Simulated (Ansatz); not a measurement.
Si3Ge:
```xyz
4
Lattice="3.9139 0.0000 0.0000 0.0000 3.9139 0.0000 0.0000 0.0000 5.5272" Properties=species:S:1:pos:R:3 pbc="T T T"
Si     1.9569     0.0000     4.1780
Si     0.0000     0.0000     0.0000
Si     0.0000     1.9569     1.3492
Ge     1.9569     1.9569     2.7636
```

Plane-wave PAW PBE (Ansatz code) gives a gap of 0.39 eV without spin–orbit coupling, maximum at Γ, minimum at M.

### Question
What happens when spin–orbit coupling is switched on?

### Answer
The gap decreases by 0.04 eV, to 0.35 eV; maximum at Γ, minimum at M.

### Question
Give the electron effective mass with spin–orbit coupling.

### Answer
0.19, 0.41, 0.41 mₑ (principal values).

### Question
Give the hole effective mass with spin–orbit coupling.

### Answer
0.15, 0.16, 0.25 mₑ (principal values).

Space group P-4m2. The start of the workflow was typed in or built on a structure type; neither database checked (COD, Materials Project) lists it. Whether it is the stable phase at ambient conditions was not checked. The PBE relaxation kept the symmetry of its start; whether a distortion lowers the energy is not shown.

Potentials: the earlier of the program's two PAW sets.
